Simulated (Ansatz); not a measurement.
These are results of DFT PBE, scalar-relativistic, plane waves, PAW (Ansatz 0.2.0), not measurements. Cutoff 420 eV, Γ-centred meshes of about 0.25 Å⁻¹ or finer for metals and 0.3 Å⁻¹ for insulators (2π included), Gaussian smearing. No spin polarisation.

This relaxed MoH3 cell comes from a structure search over trial cells.

```
H Mo
1.0
     2.98359    0.00000    0.00000
    -0.04672    4.36512    0.00000
    -0.44790   -2.00007    4.21764
H Mo
6 2
Direct
  0.10179 0.37906 0.07854
  0.10496 0.91527 0.30467
  0.76602 0.63781 0.69535
  0.40613 0.75870 0.96743
  0.70578 0.07173 0.69255
  0.57265 0.24270 0.30214
  0.23173 0.33698 0.65500
  0.61094 0.65774 0.30431
```

Question: Is it a true minimum?

Answer: It is locally stable on this q mesh, but a lower structure lies near. The phonons at Γ show no imaginary mode. (Phonon run: 10×8×8 k mesh, Gaussian smearing of 0.10 eV.) With atoms moved at random and symmetry off, it falls by 59 meV/atom into P6_3/m (No. 176). Conventional cell: a = 4.590 Å, c = 2.956 Å. H is surrounded by 3 Mo at 1.88–1.95 Å, 6 H at 2.11–2.21 Å and 2 H at 2.34 Å; Mo has 9 H at 1.88–1.95 Å.

```yaml
crystal:
  lattice:
    - [4.58967, 0.00000, 0.00000]
    - [-2.29483, 3.97477, 0.00000]
    - [0.00000, 0.00000, 2.95580]
  atoms:
    - { symbol: H, position: [0.90945, 0.63668, 0.75000] }
    - { symbol: H, position: [0.72724, 0.09055, 0.75000] }
    - { symbol: H, position: [0.36332, 0.27276, 0.75000] }
    - { symbol: H, position: [0.09055, 0.36332, 0.25000] }
    - { symbol: H, position: [0.27276, 0.90945, 0.25000] }
    - { symbol: H, position: [0.63668, 0.72724, 0.25000] }
    - { symbol: Mo, position: [0.33333, 0.66667, 0.75000] }
    - { symbol: Mo, position: [0.66667, 0.33333, 0.25000] }
```

Phonons of metals hang on the k mesh and the smearing.
